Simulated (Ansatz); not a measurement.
NbB2:
```xyz
3
Lattice="-1.6159 1.6159 3.0550 1.6159 -1.6159 3.0550 1.6159 1.6159 -3.0550" Properties=species:S:1:pos:R:3 pbc="T T T"
Nb     0.0000     0.0000     0.0000
B      0.0000     0.0000     2.2576
B      0.0000     0.0000     3.8523
```

Relaxed with PBEsol. Special points in fractions of this cell's reciprocal vectors: Γ (0.000, 0.000, 0.000); X (0.000, 0.000, 0.500); P (0.250, 0.250, 0.250); N (0.000, 0.500, 0.000); M (0.500, 0.500, -0.500); S (0.320, 0.680, -0.320); S0 (-0.320, 0.320, 0.320); R (-0.140, 0.140, 0.500); G (0.500, 0.500, -0.140).

**Question.** List the band energies nearest the Fermi level at these points for PBEsol in the plane-wave PAW code Ansatz.

**Answer.** In eV from the Fermi level; about four levels below and three above (degenerate sets whole), none deeper than 8.9 eV; points with the same levels are listed once.

```tsv
k	below	above
Γ	-5.43 -1.75 -1.69 -1.69	1.09 1.44 1.49 1.49
X	-3.97 -2.85 -1.96 -0.60	0.20 3.64 5.09
P	-4.42 -4.42 -4.24 -0.12 -0.12	0.28 3.64 4.38
N	-7.27 -4.10 -3.40 -1.94	0.89 1.48 3.37
M	-2.62 -0.72 -0.72 -0.34	1.80 1.83 1.83
S	-6.16 -5.46 -3.08 -1.88	1.61 2.09 2.29
R	-3.93 -2.79 -2.20 -0.43	0.46 3.20 5.49
```

Space group I4/mmm (MoSi2 or CaC2 type). A made-up cell: these elements were put on the sites of a structure type; neither database checked (COD, Materials Project) lists it. COD files the formula under space group No. 191. Whether it is the stable phase at ambient conditions was not checked. The cell was relaxed with PBEsol under the symmetry of its start; its stability against distortions is not shown here. No spin polarisation was allowed. Scalar-relativistic: spin–orbit coupling is off unless named, which matters more the heavier the elements.

Potentials: the earlier of the program's two PAW sets. The files were generated under PBE; for other functionals the program regenerates the frozen cores, and for LDA and PBEsol the local potential too.
